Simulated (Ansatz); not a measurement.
# Does relaxation matter for the field gradients of CsPbBr3 with a Cs vacancy?

Start: a supercell of CsPbBr3 (cubic perovskite type, Pm-3m) built from a COD entry, with all atoms left at the host's positions.

```cif
data_Cs3Pb4Br12
_symmetry_space_group_name_H-M 'Im-3m'
_symmetry_Int_Tables_number 229
_cell_length_a 11.7400
_cell_length_b 11.7400
_cell_length_c 11.7400
_cell_angle_alpha 90.000
_cell_angle_beta 90.000
_cell_angle_gamma 90.000
loop_
_atom_site_label
_atom_site_type_symbol
_atom_site_symmetry_multiplicity
_atom_site_Wyckoff_symbol
_atom_site_fract_x
_atom_site_fract_y
_atom_site_fract_z
Cs Cs 6 b 0.0000 0.0000 0.5000
Pb Pb 8 c 0.2500 0.2500 0.2500
Br Br 24 h 0.0000 0.2500 0.2500
```

One atom of each set is listed; the run and its k-mesh use a cell of 19 atoms with edges of 10.17, 10.17, 10.17 Å.

The numbers come from a DFT calculation in Ansatz (PBE, plane waves and PAW, scalar-relativistic, 420 eV cutoff, Γ-centred 2×2×2 k-points, Fermi–Dirac smearing 0.01 eV, cell charge -1).

The largest force at the start is 0.13 eV/Å. Relaxing the ions at fixed cell moves them by 0.169 Å at most (atom 8, Br) and 0.134 Å rms. End positions:

Cs (0.0000, 0.0000, 0.5000)
Pb (0.2500, 0.2500, 0.2500)
Br (0.0000, 0.2602, 0.2602)

```csv
site,moved (Å),first shell before,first shell after,V_zz before (10²¹ V/m²),η before
Cs,0.000,12 Br at 4.15 Å,12 Br at 3.98–4.15 Å,-0.29,0.00
Pb,0.000,6 Br at 2.93–2.94 Å,6 Br at 2.94 Å,0.42,0.00
Br,0.169,"2 Pb at 2.94 Å, angle 180°","2 Pb at 2.94 Å, angle 173°",20.6,0.19
```

**Question.** What are V_zz and η after the relaxation?

**Answer.** 

| site | V_zz after | η after | change of V_zz |
| --- | --- | --- | --- |
| Cs | 1.63 | 0.00 | +1.92 |
| Pb | 4.71 | 0.00 | +4.29 |
| Br | 20.5 | 0.09 | -0.16 |

The largest change of V_zz is on Pb, from 0.42 to 4.71. Small gradients that grow severalfold: Cs (-0.29 to 1.63). In per cent, |V_zz| changes by -1 on Br (all sites that start above 0.5). V_zz changes sign on Cs (same axis).

The defect repeats with the cell of 19 atoms, so it feels its images: sites between two images don't show the values beside a lone defect, and zeros or small values of η there can come from the images' arrangement. Br carries a gradient in the pure host already, so the values there aren't the defect's effect alone. This high-symmetry form of CsPbBr3 is unstable when cold, to tilts of the octahedra. The symmetry of the cell holds that distortion back, wholly or in part, and it would change the field gradients, the more the larger the distortion. A uniform background compensates the cell's charge. Spin–orbit coupling is left out, which shifts gradients on Pb by a few per cent, and by more where contributions nearly cancel.
Before: The neighbours have not yet relaxed around the defect (largest force 0.13 eV/Å), so a real crystal will differ.
